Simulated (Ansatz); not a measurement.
Q: SnO (zinc blende, F-43m) is relaxed with the program Ansatz at the PBE level (PAW). What lattice parameters of the conventional cell result?

A: a = 5.478 Å.

Q: Is it a metal or does it have a gap at this level?

A: No gap at this level.

The start of the workflow was typed in or built on a structure type; neither database checked (COD, Materials Project) lists it. It is not the phase usual at ambient conditions (space group No. 129). The PBE relaxation kept the symmetry of its start; its stability against distortions is not shown here. The volume moved by 23 % from the start of the relaxation. Spin–orbit coupling is left out wherever it is not named.

Potentials: the earlier of the program's two PAW sets.
